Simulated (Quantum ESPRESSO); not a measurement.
Au2RuMo2Al3, one run as intended and one with a planted mistake

Simulated, not a measurement. The program is pw.x of Quantum ESPRESSO 7.5 (plane-wave density functional theory). The cell is made up: eight metal atoms on a face-centred cubic lattice, with elements, volume, strain and displacements drawn at random and not relaxed, so it may be unstable or far from any real phase. PseudoDojo standard norm-conserving files set the functional (PBE unless stated); there is no spin polarisation or spin-orbit coupling, the Fermi-Dirac width of 0.25 eV means electrons at about 2900 K, and the masses in the input are unused placeholders. Heavy elements are run without spin-orbit coupling, which real alloys of them have. A spin test at this wide smearing found no moment, but such smearing suppresses magnetism that the real alloy may have.

Intended input:

```
&control calculation='scf', pseudo_dir='./dojo.nc.sr.pbe.v0_5.standard.upf', outdir='./o', disk_io='minimal', tprnfor=.true., tstress=.true. /
&system ibrav=0, nat=8, ntyp=4, nbnd=58, ecutwfc=84.00895049, nosym=.true., tot_charge=0,
 occupations='smearing', smearing='fd', degauss=0.0183746611
/
&electrons conv_thr=1.470e-08, electron_maxstep=70, mixing_beta=0.5 /
ATOMIC_SPECIES
Al 1.0 Al.upf
Au 1.0 Au.upf
Mo 1.0 Mo.upf
Ru 1.0 Ru.upf
CELL_PARAMETERS angstrom
-4.0868 0.0267 -0.0559
0.0826 -3.9823 4.0709
-0.0121 6.0842 2.1461
ATOMIC_POSITIONS angstrom
Au 0.0341 -0.0227 0.0151
Ru 0.0663 2.0184 2.1333
Mo -0.0277 -1.979 1.9913
Au 0.0667 -0.007 4.1146
Al -2.0731 4.0465 2.057
Mo -2.0862 0.06 1.9724
Al -2.0065 2.1364 4.11
Al -1.9319 -1.942 4.0954
K_POINTS automatic
6 5 4 1 1 1
```

The log is shortened where brackets say so; the opening notice, blank lines, dates and the lines on written files are dropped, and the path of the files is cut. It prints rydbergs, bohrs and kilobars, and counts compression as positive stress. Its total energy is the free energy E - TS of the whole cell.

Log of the intended run:

```
     Program PWSCF v.7.5
     Parallel version (MPI & OpenMP), running on       4 processor cores
     Number of MPI processes:                 4
     Threads/MPI process:                     1
     [start-up lines left out]
     bravais-lattice index     =            0
     lattice parameter (alat)  =       7.7238  a.u.
     unit-cell volume          =     918.5738 (a.u.)^3
     number of atoms/cell      =            8
     number of atomic types    =            4
     number of electrons       =        91.00
     number of Kohn-Sham states=           58
     kinetic-energy cutoff     =      84.0090  Ry
     charge density cutoff     =     336.0358  Ry
     scf convergence threshold =      1.5E-08
     mixing beta               =       0.5000
     number of iterations used =            8  plain     mixing
     Exchange-correlation= PBE
                           (   1   4   3   4   0   0   0)
     [axes and pseudopotential details left out]
   Cartesian axes
     site n.     atom                  positions (alat units)
         1        Au     tau(   1) = (   0.0083430  -0.0055538   0.0036944  )
         2        Ru     tau(   2) = (   0.0162211   0.4938260   0.5219377  )
         3        Mo     tau(   3) = (  -0.0067771  -0.4841863   0.4871957  )
         4        Au     tau(   4) = (   0.0163190  -0.0017126   1.0066867  )
         5        Al     tau(   5) = (  -0.5072090   0.9900252   0.5032700  )
         6        Mo     tau(   6) = (  -0.5104141   0.0146797   0.4825716  )
         7        Al     tau(   7) = (  -0.4909145   0.5226961   1.0055613  )
         8        Al     tau(   8) = (  -0.4726627  -0.4751338   1.0019892  )
     number of k points=    60  Fermi-Dirac smearing, width (Ry)=  0.0184
                       cart. coord. in units 2pi/alat
        k(    1) = (  -0.0849830   0.0355231   0.1368764), wk =   0.0333333
        k(    2) = (  -0.0858382   0.1603790   0.2590323), wk =   0.0333333
     [further k points left out]
     Dense  grid:    95579 G-vectors     FFT dimensions: (  45,  64,  72)
     Estimated max dynamical RAM per process >     314.68 MB
     Estimated total dynamical RAM >       1.16 GB
     Initial potential from superposition of free atoms
     starting charge      90.9888, renormalised to      91.0000
     Starting wfcs are   62 randomized atomic wfcs
     total cpu time spent up to now is       12.8 secs
     per-process dynamical memory:   252.0 Mb
     Self-consistent Calculation
     iteration #  1     ecut=    84.01 Ry     beta= 0.50
     Davidson diagonalization with overlap
     ethr =  1.00E-02,  avg # of iterations =  4.0
     total cpu time spent up to now is       49.8 secs
     total energy              =   -1089.48470444 Ry
     estimated scf accuracy    <       1.34654067 Ry
     iteration #  2     ecut=    84.01 Ry     beta= 0.50
     Davidson diagonalization with overlap
     ethr =  1.48E-03,  avg # of iterations =  2.3
     total cpu time spent up to now is       84.9 secs
     total energy              =   -1089.00523066 Ry
     estimated scf accuracy    <       7.31519489 Ry
     [iterations 3 to 12 left out]
     iteration # 13     ecut=    84.01 Ry     beta= 0.50
     Davidson diagonalization with overlap
     ethr =  5.92E-10,  avg # of iterations =  3.3
     total cpu time spent up to now is      420.4 secs
     total energy              =   -1090.03959726 Ry
     estimated scf accuracy    <       0.00000005 Ry
     iteration # 14     ecut=    84.01 Ry     beta= 0.50
     Davidson diagonalization with overlap
     ethr =  5.16E-11,  avg # of iterations =  3.0
     total cpu time spent up to now is      453.9 secs
     End of self-consistent calculation
     [lines on levels left out]
!    total energy              =   -1090.03959726 Ry
     estimated scf accuracy    <          5.2E-09 Ry
     smearing contrib. (-TS)   =      -0.09364373 Ry
     internal energy E=F+TS    =   -1089.94595353 Ry
     The total energy is F=E-TS. E is the sum of the following terms:
     one-electron contribution =    -460.63987570 Ry
     hartree contribution      =     269.50350590 Ry
     xc contribution           =    -185.71277964 Ry
     ewald contribution        =    -713.09680409 Ry
     convergence has been achieved in  14 iterations
     Forces acting on atoms (cartesian axes, Ry/au):
     atom    1 type  2   force =    -0.00594434    0.02099734   -0.02283510
     atom    2 type  4   force =    -0.00009833    0.01364103    0.00646019
     atom    3 type  3   force =     0.00948598    0.00311226   -0.00638284
     atom    4 type  2   force =    -0.00884139   -0.00113119    0.00738820
     atom    5 type  1   force =     0.00155240   -0.00410083    0.01964376
     atom    6 type  3   force =     0.01315764   -0.02151269    0.02311341
     atom    7 type  1   force =    -0.00356804   -0.01003522   -0.02539812
     atom    8 type  1   force =    -0.00574392   -0.00097068   -0.00198949
     Total force =     0.062222     Total SCF correction =     0.000169
     Computing stress (Cartesian axis) and pressure
          total   stress  (Ry/bohr**3)                   (kbar)     P=     -109.83
  -0.00114542   0.00005757  -0.00005956         -168.50        8.47       -8.76
   0.00005757  -0.00069240  -0.00023513            8.47     -101.86      -34.59
  -0.00005956  -0.00023513  -0.00040198           -8.76      -34.59      -59.13
     init_run     :     10.91s CPU     11.32s WALL (       1 calls)
     electrons    :    438.86s CPU    441.11s WALL (       1 calls)
     forces       :      5.09s CPU      5.14s WALL (       1 calls)
     stress       :     18.04s CPU     18.16s WALL (       1 calls)
     [timing details left out]
     PWSCF        :   7m54.36s CPU   7m57.35s WALL
     JOB DONE.
```

A second run has one planted mistake: two atoms have their elements exchanged. The input lines that differ:

```
- Au 0.0667 -0.007 4.1146
+ Al 0.0667 -0.007 4.1146
- Al -2.0065 2.1364 4.11
+ Au -2.0065 2.1364 4.11
```

Its log:

```
     Program PWSCF v.7.5
     Parallel version (MPI & OpenMP), running on       4 processor cores
     Number of MPI processes:                 4
     Threads/MPI process:                     1
     [start-up lines left out]
     bravais-lattice index     =            0
     lattice parameter (alat)  =       7.7238  a.u.
     unit-cell volume          =     918.5738 (a.u.)^3
     number of atoms/cell      =            8
     number of atomic types    =            4
     number of electrons       =        91.00
     number of Kohn-Sham states=           58
     kinetic-energy cutoff     =      84.0090  Ry
     charge density cutoff     =     336.0358  Ry
     scf convergence threshold =      1.5E-08
     mixing beta               =       0.5000
     number of iterations used =            8  plain     mixing
     Exchange-correlation= PBE
                           (   1   4   3   4   0   0   0)
     [axes and pseudopotential details left out]
   Cartesian axes
     site n.     atom                  positions (alat units)
         1        Au     tau(   1) = (   0.0083430  -0.0055538   0.0036944  )
         2        Ru     tau(   2) = (   0.0162211   0.4938260   0.5219377  )
         3        Mo     tau(   3) = (  -0.0067771  -0.4841863   0.4871957  )
         4        Al     tau(   4) = (   0.0163190  -0.0017126   1.0066867  )
         5        Al     tau(   5) = (  -0.5072090   0.9900252   0.5032700  )
         6        Mo     tau(   6) = (  -0.5104141   0.0146797   0.4825716  )
         7        Au     tau(   7) = (  -0.4909145   0.5226961   1.0055613  )
         8        Al     tau(   8) = (  -0.4726627  -0.4751338   1.0019892  )
     number of k points=    60  Fermi-Dirac smearing, width (Ry)=  0.0184
                       cart. coord. in units 2pi/alat
        k(    1) = (  -0.0849830   0.0355231   0.1368764), wk =   0.0333333
        k(    2) = (  -0.0858382   0.1603790   0.2590323), wk =   0.0333333
     [further k points left out]
     Dense  grid:    95579 G-vectors     FFT dimensions: (  45,  64,  72)
     Estimated max dynamical RAM per process >     314.68 MB
     Estimated total dynamical RAM >       1.16 GB
     Initial potential from superposition of free atoms
     starting charge      90.9888, renormalised to      91.0000
     Starting wfcs are   62 randomized atomic wfcs
     total cpu time spent up to now is       13.5 secs
     per-process dynamical memory:   252.0 Mb
     Self-consistent Calculation
     iteration #  1     ecut=    84.01 Ry     beta= 0.50
     Davidson diagonalization with overlap
     ethr =  1.00E-02,  avg # of iterations =  4.1
     total cpu time spent up to now is       50.7 secs
     total energy              =   -1089.39159372 Ry
     estimated scf accuracy    <       1.46761651 Ry
     iteration #  2     ecut=    84.01 Ry     beta= 0.50
     Davidson diagonalization with overlap
     ethr =  1.61E-03,  avg # of iterations =  2.5
     total cpu time spent up to now is       85.3 secs
     total energy              =   -1088.79237060 Ry
     estimated scf accuracy    <       9.31606942 Ry
     [iterations 3 to 12 left out]
     iteration # 13     ecut=    84.01 Ry     beta= 0.50
     Davidson diagonalization with overlap
     ethr =  4.19E-10,  avg # of iterations =  2.2
     total cpu time spent up to now is      398.3 secs
     total energy              =   -1090.02612763 Ry
     estimated scf accuracy    <       0.00000002 Ry
     iteration # 14     ecut=    84.01 Ry     beta= 0.50
     Davidson diagonalization with overlap
     ethr =  2.21E-11,  avg # of iterations =  3.8
     total cpu time spent up to now is      418.7 secs
     End of self-consistent calculation
     [lines on levels left out]
!    total energy              =   -1090.02612763 Ry
     estimated scf accuracy    <          2.2E-09 Ry
     smearing contrib. (-TS)   =      -0.09665200 Ry
     internal energy E=F+TS    =   -1089.92947563 Ry
     The total energy is F=E-TS. E is the sum of the following terms:
     one-electron contribution =    -486.64440879 Ry
     hartree contribution      =     282.55333063 Ry
     xc contribution           =    -185.72425974 Ry
     ewald contribution        =    -700.11413773 Ry
     convergence has been achieved in  14 iterations
     Forces acting on atoms (cartesian axes, Ry/au):
     atom    1 type  2   force =    -0.01265385    0.01498174   -0.01113869
     atom    2 type  4   force =    -0.00050993    0.03196128   -0.02465078
     atom    3 type  3   force =     0.01861516    0.03298796    0.00266306
     atom    4 type  1   force =    -0.00188866    0.00723042   -0.01573675
     atom    5 type  1   force =     0.00185543   -0.00608710    0.02770198
     atom    6 type  3   force =     0.00309124   -0.03672990    0.03624713
     atom    7 type  2   force =    -0.00037874   -0.03768939   -0.00584501
     atom    8 type  1   force =    -0.00813064   -0.00665502   -0.00924094
     Total force =     0.094944     Total SCF correction =     0.000119
     Computing stress (Cartesian axis) and pressure
          total   stress  (Ry/bohr**3)                   (kbar)     P=     -104.78
  -0.00079138   0.00008700  -0.00005819         -116.42       12.80       -8.56
   0.00008700  -0.00077861  -0.00011747           12.80     -114.54      -17.28
  -0.00005819  -0.00011747  -0.00056684           -8.56      -17.28      -83.39
     init_run     :     12.34s CPU     12.75s WALL (       1 calls)
     electrons    :    403.35s CPU    405.30s WALL (       1 calls)
     forces       :      2.89s CPU      2.90s WALL (       1 calls)
     stress       :     10.33s CPU     10.33s WALL (       1 calls)
     [timing details left out]
     PWSCF        :   7m 9.62s CPU   7m12.14s WALL
     JOB DONE.
```

|  | intended run | run with the mistake |
| --- | --- | --- |
| free energy (eV) | -14830.744 | -14830.561 |
| entropy term -TS, part of it (eV) | -1.274 | -1.315 |
| pressure (GPa) | -10.98 | -10.48 |
| size of the largest force component (eV/Å) | 0.653 | 0.969 |
| largest change of a force component (eV/Å) |  | 0.800 |
| iterations | 14 | 14 |

For scale, a rerun of the intended cell at a higher cutoff and on a denser mesh moved values by no more than 0.003 eV in energy, 0.04 GPa in stress and 0.005 eV/Å in force, and a second program with other atomic files agreed on that cell to 2 % rms in force and 0.5 GPa in pressure.